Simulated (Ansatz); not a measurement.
## Nb2PdS2 in Ansatz, settings compared

The input file (Ansatz 0.2.0, plane waves):

```yaml
crystal:
  lattice:
    - [3.354831, 0.0, 0.0]
    - [-1.677415, 2.905372, 0.0]
    - [0.0, 0.0, 8.77141]
  atoms:
    - { symbol: Nb, position: [0.3333, 0.6667, 0.141] }
    - { symbol: Nb, position: [0.6667, 0.3333, 0.859] }
    - { symbol: S, position: [0.3333, 0.6667, 0.667] }
    - { symbol: S, position: [0.6667, 0.3333, 0.333] }
    - { symbol: Pd, position: [0.0, 0.0, 0.0] }
  symmetry: { tolerance: 0.0003 }
kpoints:
  mp_grid: { grid: [6, 6, 2], shift: [0, 0, 0] }
magnetization:
  spin_polarized: false
scf:
  occupations: { method: cold, width: 0.1525 }
hamiltonian:
  pseudopotentials: { kind: paw }
  xc: pbe
basis:
  ecutwfc: 420
output:
  forces: true
  stress: true
  eigenvalues: true
relax:
  max_steps: 40
  cell: {}
```

Run with:

```bash
ansatz run input.yaml --threads 1 --pin off --max-ram 2560MiB --backend cpu --events-out ev --progress --plain --runs-dir out
```

Origin of the cell: a known structure type with other elements, at an estimated volume, so it need not be a known compound.

Output of this run (shortened):

```
SCF iter   1: F=—  HF=-17878.614008 eV  Δρ=1.44e-2  dr2=4.45e-1
SCF iter   2: F=—  HF=-17878.604967 eV  S|Δr|=    0.00e0  Δρ=9.47e-3  dr2=3.68e-1  defer=16
SCF iter   3: F=—  HF=-17878.574062 eV  S|Δr|=    0.00e0  Δρ=1.98e-3  dr2=1.30e-2  defer=16
SCF iter   4: F=—  HF=-17878.573127 eV  S|Δr|=    0.00e0  Δρ=6.39e-4  dr2=5.39e-4  defer=16
SCF iter   5: F=—  HF=-17878.573090 eV  S|Δr|=    0.00e0  Δρ=2.09e-4  dr2=3.55e-5  defer=16
SCF iter   6: F=—  HF=-17878.573097 eV  S|Δr|=    0.00e0  Δρ=8.37e-5  dr2=8.06e-6
SCF iter   7: F=—  HF=-17878.573096 eV  S|Δr|=    0.00e0  Δρ=2.07e-5  dr2=5.66e-7
SCF iter   8: F=-17878.573096 eV  HF=-17878.573096 eV  S|Δr|=    0.00e0  Δρ=8.29e-6  dr2=6.96e-8
relax step   1: F+E_penalty+E_count = -17878.573096 eV  Δ(F+E_penalty+E_count) = +0.000e0 eV  max|allowed force component| = 1.039e1 eV/Å  Δτ_max = 0.0000 Å  P = +46.284 GPa  Ω = 85.495 Å³  ( […]
relax step   2: F+E_penalty+E_count = -17882.581104 eV  Δ(F+E_penalty+E_count) = -4.008e0 eV  max|allowed force component| = 3.672e0 eV/Å  Δτ_max = 0.1951 Å  P = +16.165 GPa  Ω = 92.758 Å³  e […]
relax step   3: F+E_penalty+E_count = -17883.531131 eV  Δ(F+E_penalty+E_count) = -9.500e-1 eV  max|allowed force component| = 1.319e0 eV/Å  Δτ_max = 0.1187 Å  P = +6.528 GPa  Ω = 96.403 Å³  e […]
relax step   4: F+E_penalty+E_count = -17883.866359 eV  Δ(F+E_penalty+E_count) = -3.352e-1 eV  max|allowed force component| = 4.015e-1 eV/Å  Δτ_max = 0.1063 Å  P = +1.653 GPa  Ω = 97.470 Å³ […]
relax step   5: F+E_penalty+E_count = -17884.075925 eV  Δ(F+E_penalty+E_count) = -2.096e-1 eV  max|allowed force component| = 1.009e0 eV/Å  Δτ_max = 0.1617 Å  P = +4.023 GPa  Ω = 92.281 Å³  e […]
[… 6 lines left out …]
relax step  12: F+E_penalty+E_count = -17884.310125 eV  Δ(F+E_penalty+E_count) = -4.417e-2 eV  max|allowed force component| = 4.661e-3 eV/Å  Δτ_max = 0.0000 Å  P = +0.740 GPa  Ω = 91.375 Å³  stress off target by 2.03e0 GPa […]
relax step  13: F+E_penalty+E_count = -17884.321065 eV  Δ(F+E_penalty+E_count) = -1.094e-2 eV  max|allowed force component| = 1.199e-1 eV/Å  Δτ_max = 0.0479 Å  P = +0.625 GPa  Ω = 92.881 Å³ […]
relax step  14: F+E_penalty+E_count = -17884.325013 eV  Δ(F+E_penalty+E_count) = -3.947e-3 eV  max|allowed force component| = 4.402e-3 eV/Å  Δτ_max = 0.0195 Å  P = +0.047 GPa  Ω = 93.737 Å³ […]
relax step  15: F+E_penalty+E_count = -17884.325054 eV  Δ(F+E_penalty+E_count) = -4.111e-5 eV  max|allowed force component| = 2.259e-3 eV/Å  Δτ_max = 0.0050 Å  P = +0.007 GPa  Ω = 93.905 Å³ […]
relax step  16: F+E_penalty+E_count = -17884.325508 eV  Δ(F+E_penalty+E_count) = -4.548e-4 eV  max|allowed force component| = 2.353e-3 eV/Å  Δτ_max = 0.0000 Å  P = -0.002 GPa  Ω = 93.905 Å³  stress off target by 6.37e-3 GPa […]
SCF 16 converged in 6 iterations: F = -17884.325508 eV  dr2 = 4.72e-11
basis re-selected at this cell: Δ(F+E_penalty+E_count) = -4.548e-4 eV, ΔP = -0.010 GPa vs the last step (what re-selecting the basis moved, of the pressure what is left beyond the Pulay corre […]
SCF converged after 6 iterations
Stability not checked: this state was not tested for a lower state beside it, because cold or Methfessel-Paxton smearing, or corrected tetrahedra, fill the levels in a way that the test cannot read (fill_not_monotonic; […]
Free energy (F): -17884.325508 eV
Harris-Foulkes:  -17884.325508 eV  (|F-HF|=4.00e-11)
Internal energy: -17884.351334 eV  (E = F + TS)
E sigma→0 (E₀):  -17884.334117 eV
Entropy (-TS):   0.025826 eV (5.165 meV/atom)
Fermi energy:    12.371073 eV
--- Per-component energies (eV) ---
  E_band       = -497.785018
  E_kinetic    = 1514.696218
  E_local      = -7585.729476  (includes V_loc(G=0)·N_el)
  E_nonlocal   = 510.883363
  E_hartree    = 3213.744806
  E_xc         = -713.837010
  E_vxc        = -812.184612  (∫ρ·V_xc dr)
  E_paw        = -11096.487577  (= ΣΔE_a)
  E_vpaw       = -552.940922  (= ΣTr[D̂ρ^β])
  E_aug_tail   = 0.000218  (compensation charges beyond the density's cutoff)
  E_ewald      = -3727.621874
  E_smearing   = 0.025826  (= −TS)
  Σ components = -17884.325508   (vs F -17884.325508, Δ=0.00e0)
--- Forces (eV/Å), atoms counted from 1 ---
  atom   1  Nb    -0.000000     0.000000     0.002268
  atom   2  Nb     0.000000    -0.000000    -0.002268
  atom   3  S     -0.000000    -0.000000     0.002353
  atom   4  S      0.000000     0.000000    -0.002353
  atom   5  Pd     0.000000    -0.000000     0.000000
  max |Σ_I F_I| component: 4.63e-18 eV/Å
--- Stress (GPa, compression-positive) ---
       -0.006373       0.000000       0.000000
        0.000000      -0.006373       0.000000
        0.000000       0.000000       0.005633
  P = ⅓ Tr σ = -0.0024 GPa (-0.024 kbar)
--- Relaxed structure (14 steps of the walk, 13 accepted, 2 SCFs on fresh bases) ---
  F+E_penalty+E_count = -17884.325508 eV   max|allowed force component| = 2.353e-3 eV/Å   (the final SCF, on the basis selected at the relaxed cell)
  cell:  # Å, volume = 93.9053 Å³
    - [3.147534, -2.708e-7, 0.0]
    - [-1.573767, 2.725844, 2.000e-17]
    - [0.0, 6.038e-17, 10.945076]
  atoms:
    - { symbol: Nb, position: [0.333333, 0.666667, 0.203942] }
    - { symbol: Nb, position: [0.666667, 0.333333, 0.796058] }
    - { symbol: S, position: [0.333333, 0.666667, 0.649324] }
    - { symbol: S, position: [0.666667, 0.333333, 0.350676] }
    - { symbol: Pd, position: [0.0, 0.0, 9.591e-19] }
```

The same input was run again with these changes:

1. `scf.algorithm` default → density_mixing; `hamiltonian.dispersion` default → d4; `basis.ecutwfc` 420 → "29.4 Ry"
2. `scf.mixing.algorithm` default → broyden; `scf.mixing.beta` default → 0.9; `hamiltonian.pseudopotentials` { kind: paw } → { kind: nc }
3. `scf.eigensolver.kind` default → davidson; `scf.mixing.algorithm` default → anderson; `scf.mixing.beta` default → 0.5
4. `kpoints.mp_grid.grid` [6, 6, 2] → [2, 2, 1]

```tsv
run	end	SCF iterations	volume (Å³/atom)	max force component (eV/Å)	moment (μB)	ΔE(σ→0) (meV/atom)
base	converged	114	18.78	0.002	–	0
1	converged	108	17.75	0.002	–	–
2	relaxation steps ran out	231	–	–	–	–
3	converged	124	18.78	0.002	–	0.00
4	converged	102	24.32	0.007	–	328.61
```

Energies are compared only where functional, datasets, charge and starting cell are the same.

Run 4 relaxed to another structure than the base run, so its differences aren't those of the setting alone.

Not properties of the system: run 4 (too coarse or loose: `kpoints.mp_grid.grid` = [2, 2, 1]).

Caveats of the base run: no moments, though an odd count or open d shells may carry them; the given cell is far from equilibrium, with atoms too close or a volume far off; the k mesh is coarse if the cell is a metal; the relaxation held the start's symmetry, so the end may be a saddle point; wide smearing.

Run 1: the cutoff lies below the datasets' advice.
Run 4: no dispersion correction, so spacings can come out too large where layers or molecules are weakly bound.

The base run took 44 s on 1 thread of AMD EPYC 7R43 64-Core Processor (Zen 3), with other jobs on the host, peak memory 0.45 GiB, from the program's own first density.
